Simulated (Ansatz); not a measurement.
A distorted cell of Al₂O₃ (corundum):

```
Al2O3
1.0
    2.35491     1.35961     4.28458
   -2.35491     1.35961     4.28458
    0.00000    -2.71922     4.28458
Al O
4 6
Cartesian
  0.00000   0.00000   4.52356
  0.00000   0.00000   1.90331
  0.00000   0.00000   8.33018
  0.00000   0.00000  10.95042
 -0.90993   1.35961   7.49801
 -0.72249  -1.46783   7.49801
  1.63242   0.10822   7.49801
  0.90993  -1.35961   5.35572
  0.72249   1.46783   5.35572
 -1.63242  -0.10822   5.35572
```

These are PBE (plane waves to 420 eV, PAW, scalar-relativistic; Ansatz, a program for electronic structure) values and carry that method's errors. k mesh 8×8×8 (Γ-centred), Fermi-Dirac smearing 0.05 eV. E stands for the smeared free energy. Stress and pressure are positive under compression. Al2O3 was relaxed with its symmetry unable to fall. The PAW data are Ansatz's earlier set.

Q: Give the stress tensor in GPa and the pressure.

A: 
```
   16.4      0.0      0.0
    0.0     16.4      0.0
    0.0      0.0     15.6
```
The pressure, a third of the trace, is 16.1 GPa.

Q: It is the relaxed cell scaled evenly to V/V₀ = 0.940, atoms relaxed where free. What is its energy relative to the relaxed cell?

A: 25.2 meV/atom.

(A scan under strain: stresses follow from slopes of the energy per volume, elastic moduli from its curvatures.)
